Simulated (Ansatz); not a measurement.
RuP₂ (space group Pnnm)

```
RuP2
1.0
    5.10265     0.00000     0.00000
    0.00000     5.86860     0.00000
    0.00000     0.00000     2.86199
P Ru
4 2
Direct
  0.33753   0.87183   0.50000
  0.66247   0.12817   0.50000
  0.83753   0.62817   0.00000
  0.16247   0.37183   0.00000
  0.50000   0.50000   0.50000
  0.00000   0.00000   0.00000
```

The slice is a (100) plane (indices of the conventional cell) through the point (0.500, 0.500, 0.500) (fractional), spanned by u = [001] and v = [010] in vectors of this cell: u (2.86 Å) and v (5.87 Å, at 90° to u). It covers one period; positions are fractions (u, v).

Calculation: PBEsol (plane waves to 420 eV, PAW, scalar-relativistic; Ansatz, a program for electronic structure). k mesh 7×6×11. These are valence fields of a PAW run, semicore shells included where kept as valence: close to a nucleus they are smooth pseudo fields. RuP2 is run without spin polarisation. RuP2 was relaxed with its symmetry unable to fall.

Problem. Predict the map of the electrostatic potential energy of an electron, from the cell's mean on the slice.

Solution. 
```
|xxxx -+- xxx|
|xxxx +#+ xxx|
|xxx =#%#= xx|
|   =#@@@#=  |
|:-+#%@@@%#+-|
|:-+#%@@@%#+-|
|  :+#@@@#+: |
|xx -*%@%*- x|
|xx :*%@%*: x|
|x  -*%@%*-  |
|  .=#%@%#=. |
|  :+#%@%#+: |
|  .=#%@%#=. |
|x  -*%@%*-  |
|xx :*%@%*: x|
|xx -*%@%*- x|
|  :+#@@@#+: |
|:-+#%@@@%#+-|
|:-+#%@@@%#+-|
|   =#@@@#=  |
|xxx =#%#= xx|
|xxxx +#+ xxx|
|xxxx -+- xxx|
|xxxx :+: xxx|
```
Scale: ten equal steps from 4.00 (start of ' ') to 13.00 (end of '@'), in the order ' .:-=+*#%@'. Values: electrostatic potential energy of an electron, from the cell's mean, in eV. The map has 12 points along u (one character each, u = 0 at the left) and 24 along v (v = 0 in the bottom row). Points within 0.9 Å of a nucleus are blanked (x), as the pseudised field means little there. Values under 4 eV are set to 4. The zero, the cell's mean, hangs on the PAW cores.
